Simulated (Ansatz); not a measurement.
## ZrCu$_{5}$: pressure against volume

ZrCu$_{5}$, F-43m, a = 6.788 Å. The structure is a COD entry; whether it is the stable form wasn't checked. Ansatz: PBEsol, PAW, 420 eV, Γ-centred 10×10×10 mesh on 6 atoms, Gaussian smearing 0.10 eV; no spin polarisation. Shape and atoms are relaxed at each volume; pressure is positive in compression.

```
V (Å³/atom) P (GPa)
     12.250    11.47
     12.641     5.27
     13.032     0.04
     13.423    -4.36
     13.814        ?
```

Q: Take V0 = 13.032 Å³/atom, count pressures from its P0 = 0.04 GPa, fit the third-order Birch–Murnaghan form to the other rows, and predict the missing pressure.

A: With the Eulerian strain f = ½[(V0/V)^(2/3) − 1] and y = (P − P0)/[3f(1 + 2f)^(5/2)], the form is the line y = B0 + 1.5 B0 (B0′ − 4) f. Rows (f, y): 0.02106, 163.2; 0.01026, 161.5; -0.00976, 157.9. Means f = 0.007187, y = 160.87; Σ(Δf)² = 0.0004891, ΣΔfΔy = 0.08459; the slope is their ratio. y = 159.6 + 173.0 f GPa, so B0 = 159.6 GPa and B0′ = 4 + 2 × (173.0)/(3 × 159.6) = 4.72. At V = 13.814, f = -0.01905, y = 156.30 and P = -8.07 GPa. The run gave -8.06 GPa, so the fit is 0.01 GPa too low, a small miss on the scale of the series. The form still works here, 33 % of the fitted range beyond its end.